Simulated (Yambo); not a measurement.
N (space group Pa-3, No. 205), G0W0@PBEsol in Yambo with this input:

```
rim_cut
gw0
dyson
el_el_corr
HF_and_locXC
ppa
em1d
RandQpts= 1000000
RandGvec= 1 Ry
EXXRLvcs= 84 Ry
VXCRLvcs= 336 Ry
Chimod= "HARTREE"
% BndsRnXp
 1 | 304 |
%
NGsBlkXp= 8 Ry
% LongDrXp
 1.0 | 1.0 | 1.0 |
%
PPAPntXp= 27.2114 eV
% GbndRnge
 1 | 304 |
%
GTermKind= "BG"
DysSolver= "n"
ExtendOut
```

On a 2×2×2 mesh, with wavefunctions cut at 84 Ry, the gap (X → Γ) is 13.508 eV and the valence edge shifts by -3.053 eV.

**Question.** What happens with this change: no random integration?

**Answer.** The gap falls by 0.201 eV, to 13.307 eV; the shift of the valence edge becomes -2.748 eV. Neither run is shown to be the converged limit.

Geometry of the Materials Project entry, not relaxed at this level; primitive cell a = b = c = 5.561 Å, α = β = γ = 90.00°.

A shift is the quasiparticle energy of the state minus its PBEsol energy.
